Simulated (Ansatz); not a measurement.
# Al₄CoRu₃: phonons across the zone

Computed with DFT PBE, scalar-relativistic, plane waves, PAW (Ansatz). Plane waves to 420 eV; Γ-centred k mesh 6×6×12; Fermi-Dirac smearing of 0.15 eV. No spin polarisation. Phonons by linear response, acoustic sum rule imposed.

Equilibrium structure at this level:
```yaml
crystal:
  lattice:
    - [5.93461, 0.00000, 0.00000]
    - [0.00000, 5.93461, 0.00000]
    - [0.00000, 0.00000, 2.98574]
  atoms:
    - { symbol: Al, position: [0.74557, 0.74557, 0.00000] }
    - { symbol: Al, position: [0.74557, 0.25443, 0.00000] }
    - { symbol: Al, position: [0.25443, 0.74557, 0.00000] }
    - { symbol: Al, position: [0.25443, 0.25443, 0.00000] }
    - { symbol: Co, position: [0.50000, 0.50000, 0.50000] }
    - { symbol: Ru, position: [0.00000, 0.00000, 0.50000] }
    - { symbol: Ru, position: [0.00000, 0.50000, 0.50000] }
    - { symbol: Ru, position: [0.50000, 0.00000, 0.50000] }
```

The structure comes from a generated guess, relaxed at this level; another structure or a mixture of phases may lie lower. In a metal, frequencies and elastic constants depend on the k mesh and the smearing, soft modes and shear constants most. The q mesh is coarse, so values between its points are rough.

Force constants from linear response on a 1×1×4 q mesh.

Path: Γ–X–M–Γ–Z–R–A–Z | X–R | M–A. Only the points of the 1×1×4 mesh were computed; the rest is interpolation, which is rough on so few points. On the mesh no mode is imaginary. Distance along the path (Å⁻¹), then the branches (cm⁻¹, negative for imaginary):
```
0.000  0 0 0 124 124 160 164 167 167 194 216 216 260 271 282 282 301 301 304 307 324 358 358 368
0.132  29 29 41 126 126 157 163 163 166 193 210 212 264 271 282 284 298 300 306 307 327 354 356 371
0.265  57 57 80 129 131 146 155 163 165 190 197 199 271 272 282 287 292 297 305 314 332 349 352 376
0.397  83 84 117 125 130 138 152 159 168 179 183 187 271 280 282 288 290 294 303 324 337 345 345 379
0.529  102 105 111 112 142 145 153 155 159 170 176 186 271 282 286 286 290 292 302 331 339 340 342 380
0.662  97 108 109 114 136 139 156 157 167 169 179 183 272 279 282 287 293 296 302 328 336 339 343 382
0.794  90 104 115 122 124 127 160 164 171 177 180 186 270 276 282 291 294 300 300 326 330 335 345 386
0.926  89 98 108 121 125 133 150 168 172 183 187 189 264 280 282 295 296 297 299 325 326 330 345 389
1.059  96 96 96 118 136 139 139 162 176 188 190 190 262 282 282 295 295 298 298 324 327 327 345 390
1.246  80 109 113 113 123 142 148 163 172 181 186 192 266 278 282 294 295 298 299 325 328 331 346 388
1.433  58 79 120 122 132 142 149 155 165 185 192 198 273 275 283 286 289 299 303 319 333 342 348 382
1.620  30 41 63 124 131 156 161 161 164 192 206 209 267 271 283 284 294 300 306 309 329 353 353 373
1.807  0 0 0 124 124 160 164 167 167 194 216 216 260 271 282 282 301 301 304 307 324 358 358 368
2.070  57 57 84 135 135 160 163 170 170 194 200 200 258 281 296 296 299 299 302 311 324 356 356 366
2.333  108 108 141 155 157 157 163 163 163 186 186 197 255 290 290 298 303 319 322 322 326 351 351 366
2.596  126 129 129 150 150 150 177 177 183 198 198 213 251 280 280 294 323 326 335 340 340 346 346 369
2.860  116 118 118 141 162 162 185 185 186 205 205 224 249 275 275 292 328 331 339 343 343 348 348 372
2.992  119 120 121 143 161 163 183 184 185 203 205 219 249 275 279 292 326 330 337 343 345 349 350 371
3.124  125 126 130 151 158 165 176 179 185 199 205 208 249 275 289 292 322 329 333 343 349 351 353 368
3.257  134 134 141 152 161 168 169 172 185 194 194 204 249 275 292 300 316 328 330 343 352 353 355 365
3.389  139 141 147 149 159 165 170 178 180 185 192 204 249 275 292 308 310 327 329 343 353 355 356 363
3.521  136 140 145 150 159 164 173 178 180 183 194 204 253 276 292 308 308 327 329 340 353 356 356 363
3.654  130 138 143 153 159 160 177 178 180 180 196 203 263 279 292 304 308 326 327 336 354 357 359 362
3.786  123 138 142 154 157 160 177 177 178 188 198 201 274 282 292 297 308 326 326 332 355 357 361 362
3.918  121 137 143 155 155 160 176 176 177 192 198 198 283 283 290 292 308 325 325 330 355 357 362 362
4.106  125 137 144 150 160 162 171 178 183 185 198 202 270 281 292 298 309 324 329 333 353 358 360 363
4.293  127 131 137 151 159 168 174 174 182 198 198 204 256 278 292 293 318 323 338 338 346 354 358 366
4.480  121 122 123 146 159 165 181 182 184 202 205 215 250 275 282 292 325 328 339 342 345 347 354 370
4.667  116 118 118 141 162 162 185 185 186 205 205 224 249 275 275 292 328 331 339 343 343 348 348 372
4.798  101 105 112 113 142 150 155 156 160 174 176 186 273 283 284 286 290 294 305 330 339 340 342 379
5.061  96 113 122 130 147 150 154 175 176 184 188 190 276 279 282 296 299 308 315 327 331 341 348 371
5.325  110 121 146 147 151 155 158 180 182 192 193 200 264 278 290 302 312 313 324 335 337 343 356 363
5.588  132 136 149 150 159 163 167 180 181 187 190 204 252 275 294 307 309 325 329 343 351 351 358 362
5.719  96 96 96 118 136 139 139 162 176 188 190 190 262 282 282 295 295 298 298 324 327 327 345 390
5.982  110 111 111 126 135 147 147 154 177 179 188 188 266 294 296 296 296 301 301 320 330 330 340 383
6.245  131 140 140 142 144 145 159 159 162 172 188 188 277 295 295 310 310 313 322 323 325 342 342 364
6.508  124 139 148 154 154 164 167 171 171 176 192 192 286 288 288 304 309 321 321 341 346 347 356 356
6.771  121 137 143 155 155 160 176 176 177 192 198 198 283 283 290 292 308 325 325 330 355 357 362 362
```
